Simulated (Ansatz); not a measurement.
Ansatz input

```yaml
crystal:
  lattice:
    - [0.0, 2.4414955829, 2.4414955829]
    - [2.4414955829, 0.0, 2.4414955829]
    - [2.4414955829, 2.4414955829, 0.0]
  atoms:
    - { symbol: Mn, position: [0.125, 0.125, 0.125], spin: 3.0 }
    - { symbol: Mn, position: [0.875, 0.875, 0.875], spin: 3.0 }
hamiltonian:
  xc: pbesol
  pseudopotentials:
    kind: paw
    azcp:
      Mn: "pseudopotentials/Mn.paw.azcp"
basis:
  ecutwfc: 420
  fft_grid_basis: typed
kpoints:
  mp_grid: { grid: [18, 18, 18], shift: [0, 0, 0] }
magnetization:
  spin_polarized: true
scf:
  occupations: { method: fermi_dirac, width: 0.05 }
output:
  write_density: true
  write_potential: true
  elf: true
  volumetric_format: npy
```

and its output:

```
Warning: the record states the generating functional pbe (its physics header spells it `PBE`), which answers neither for hamiltonian.xc's functional nor for the pbesol family's — results may be inconsistent (PPs are generated against a specific XC)
Engine: ansatz 0.2.0, aarch64-unknown-linux-gnu
Pseudopotentials: kind: paw
Pseudopotential: Mn, paw, valence charge 15, recommended cutoff 420 eV (normal) 
Functional definition: PBEsol
  exchange = pbesol_x
  correlation = pbesol_c
Crystal: 2 atoms, lattice volume = 29.107 Å³
Basis set: ecut = 420 eV, 537 PW (Γ)
Bands: 22, of which v1, the nominal top of the filled ones, is band 15 counted from 1 (14 counted from 0)
Symmetry: 48 space group operations
Space group: Fd-3m (ITA 227), of the structure as read, at distance tolerance 3.1e-5 Å
Magnetic group: BNS 227.128 (UNI 1630), of the structure as read, at distance tolerance 3.1e-5 Å
k-points: 195 of 5832
Non-local potential: Mn, projectors of the file, l = 0: 3, l = 1: 2, l = 2: 3, l = 3: 1
PAW form: soft (Blöchl's): semilocal exchange-correlation on the pseudo side does not see the compensation charge
PAW frozen core: Mn, regenerated for the run's functional, and the local potential with it (the file was generated under x = pbe(κ = 0.804, μ = 0.2195149727645171), c = pbe(β = 0.06672455060314922))
PAW one-centre angular grid: Mn, 590 points (default); XC on 64 Gauss nodes
Initial density: superposition of atomic densities (chi_scale 0.1, normalization cell)
Starting moments: Σ|m| = 6 μB on 2 of 2 sites
Initial wavefunctions: pseudopotential atomic-orbital guess
Functional: x = pbesol(κ = 0.804, μ = 0.12345679012345678), c = pbesol(β = 0.046)
SCF iter   1: F=—  HF=-7734.642339 eV  |F-HF|=—  |Δ(HF+E_count)|=         —  Δρ=3.04e-1 (↑3.04e-1 ↓2.25e-1)  dr2=1.74e0  dr2_m=1.82e1  M=0.253 μB ∫|m|=0.316 μB  β_m=0.30  ethr=3.10e-3  ⟨swp⟩=4.1  Hψ=31595  notcnv=0
Mixer restart at iter 1: flushing history
spin=Collinear: Kerker preconditioning applied to the charge; magnetization (m = ρ↑ − ρ↓) channel mixes plain (no charge-response kernel on spin).
SCF iter   2: F=—  HF=-7733.143843 eV  |F-HF|=—  |Δ(HF+E_count)|=    1.50e0  Δρ=1.93e-1 (↑1.93e-1 ↓1.76e-1)  dr2=3.40e-1  dr2_m=8.93e0  M=0.267 μB ∫|m|=0.309 μB  β_m=0.62  ethr=3.10e-3  ⟨swp⟩=2.2  Hψ=15047  notcnv=0  defer=504
SCF iter   3: F=—  HF=-7734.660370 eV  |F-HF|=—  |Δ(HF+E_count)|=    1.52e0  Δρ=3.43e-2 (↑3.43e-2 ↓2.12e-2)  dr2=1.20e-1  dr2_m=1.68e-1  M=0.057 μB ∫|m|=0.073 μB  β_m=0.62  ethr=1.13e-3  ⟨swp⟩=3.0  Hψ=16287  notcnv=0  defer=504
SCF iter   4: F=—  HF=-7734.610899 eV  |F-HF|=—  |Δ(HF+E_count)|=   4.95e-2  Δρ=1.10e-2 (↑6.96e-3 ↓1.10e-2)  dr2=1.34e-1  dr2_m=2.00e-3  M=0.014 μB ∫|m|=0.025 μB  β_m=0.81  ethr=4.01e-4  ⟨swp⟩=3.4  Hψ=18365  notcnv=0  defer=521
SCF iter   5: F=—  HF=-7734.573295 eV  |F-HF|=—  |Δ(HF+E_count)|=   3.76e-2  Δρ=8.75e-3 (↑3.61e-3 ↓8.75e-3)  dr2=2.09e-2  dr2_m=2.65e-3  M=-0.009 μB ∫|m|=0.009 μB  β_m=0.90  ethr=4.01e-4  ⟨swp⟩=2.4  Hψ=14216  notcnv=0  defer=512
...
SCF iter   1: F=—  HF=-7734.631645 eV  |F-HF|=—  |Δ(HF+E_count)|=         —  Δρ=7.31e-6 (↑4.18e-6 ↓7.31e-6)  dr2=1.18e-8  dr2_m=6.15e-9  M=0.000 μB ∫|m|=2.638 μB  β_m=0.30  ethr=3.93e-11  ⟨swp⟩=1.0  Hψ=33261  notcnv=0
spin=Collinear: Kerker preconditioning applied to the charge; magnetization (m = ρ↑ − ρ↓) channel mixes plain (no charge-response kernel on spin).
SCF iter   2: F=-7734.631645 eV  HF=-7734.631645 eV  |F-HF|=1.79e-8  |Δ(HF+E_count)|=  5.46e-11  Δρ=8.26e-6 (↑8.26e-6 ↓1.70e-6)  dr2=2.05e-8  dr2_m=4.75e-9  M=-0.000 μB ∫|m|=2.638 μB  ethr=3.93e-11  ⟨swp⟩=3.8  Hψ=19998  notcnv=0
SCF 3 converged in 2 iterations: F = -7734.631645 eV  dr2 = 2.05e-8
WARN: the starting moments were not kept: 1 of 2 ended reversed and 1 kept their direction, counting a site from 0.1 of the cell's largest site moment. The largest reversed, site 1 (counted from 0, in the order of the report's site_moments_mub), started with +3.0 μB and closes at -1.2e0 μB in its sphere. The net magnetisation is 7.3e-6 μB in size, at most 0.1 of the 6 μB that the starting moments add up to as vectors. The SCF closed on another magnetic arrangement than the starting moments describe; that does not show which of the two is lower. This SCF took its magnetisation from a saved state (the deck's checkpoint.read, a session's seed or a resume), or from the single point or search that the run made first, and not from the starting moments. Where the run's atoms have moved since that state, how it is taken is a key of its own (checkpoint.density_extrapolation: follow_atoms, where typed, takes the whole of its magnetisation to them with its atoms, but for some exceptions; the density_extrapolation keyword of a session's seed is the same key). To be rid of a resumed run's state, run its deck in a fresh run directory. To be rid of the state of a single point that the run made first, give starting moments in the input or, where a deck that gives them still makes one, type scf.lower_state_search: off. To try another start, run it without that state.
SCF converged after 2 iterations
Magnetization: -0.0000 μB (15.0000 up, 15.0000 down)
Absolute magnetization: 2.6376 μB (∫|ρ↑−ρ↓|, with the PAW one-centre terms)
Spin contamination: 0.6152 ħ² per cell (⟨S²⟩ above its minimum at these occupations)
Per-site moments (μB) at R_I (Å): [(1.1720633299819054, 0.8721888441827945), (-1.1720676715686973, 0.8721888441827945)]
Free energy (F): -7734.631645 eV
Harris-Foulkes:  -7734.631645 eV  (|F-HF|=1.79e-8)
Internal energy: -7734.625312 eV  (E = F + TS)
E sigma→0 (E₀):  -7734.628478 eV
Entropy (-TS):   -0.006333 eV (-3.167 meV/atom)
Fermi energy:    13.822311 eV
--- Per-component energies (eV) ---
  E_band       = -500.733463
  E_kinetic    = 619.813340
  E_local      = -4279.846645  (includes V_loc(G=0)·N_el)
  E_nonlocal   = 486.518928
  E_hartree    = 1780.966866
  E_xc         = -227.423316
  E_vxc        = -292.470216  (∫ρ·V_xc dr)
  E_paw        = -2540.791934  (= ΣΔE_a)
  E_vpaw       = -596.679697  (= ΣTr[D̂ρ^β])
  E_aug_tail   = -0.000019  (compensation charges beyond the density's cutoff)
  E_ewald      = -3574.201832
  E_core_change = 0.339301  (= ΣΔE_core)
  E_smearing   = -0.006333  (= −TS)
  E_closure    = 0.000000  (closes the sum)
  Σ components = -7734.631645   (vs F -7734.631645, Δ=0.00e0)
--- Band table (eV; the first three rows and the last of 390) ---
  k-point 0 ↑: bands = ["-65.5619", "-64.0820", "-34.5366", "-34.5366", "-34.5366", "-32.9748", "-32.9748", "-32.9748", "7.3028", "11.2463", "11.2463", "11.7121", "11.7121", "11.7121", "14.1393", "14.1393", "14.1393", "16.0893", "16.0893", "28.3830", "28.3830", "28.3830"]
  k-point 1 ↑: bands = ["-65.5607", "-64.0833", "-34.5383", "-34.5383", "-34.5367", "-32.9752", "-32.9731", "-32.9731", "7.3680", "11.2105", "11.2105", "11.7140", "11.7651", "11.7651", "14.0949", "14.1357", "14.1357", "16.0880", "16.0880", "26.9495", "27.9278", "27.9278"]
  k-point 2 ↑: bands = ["-65.5571", "-64.0870", "-34.5431", "-34.5431", "-34.5369", "-32.9764", "-32.9682", "-32.9682", "7.5612", "11.1424", "11.1424", "11.7221", "11.8789", "11.8789", "13.9649", "14.1311", "14.1311", "16.0828", "16.0828", "25.2932", "27.3631", "27.3631"]
  k-point 194 ↓: bands = ["-65.5048", "-64.1412", "-34.6584", "-34.6541", "-34.4262", "-33.0920", "-32.8630", "-32.8581", "10.2688", "10.3235", "11.9924", "12.2319", "12.5258", "13.0747", "13.2198", "13.7973", "16.1686", "16.3421", "17.5803", "17.7271", "17.9633", "18.1383"]
```
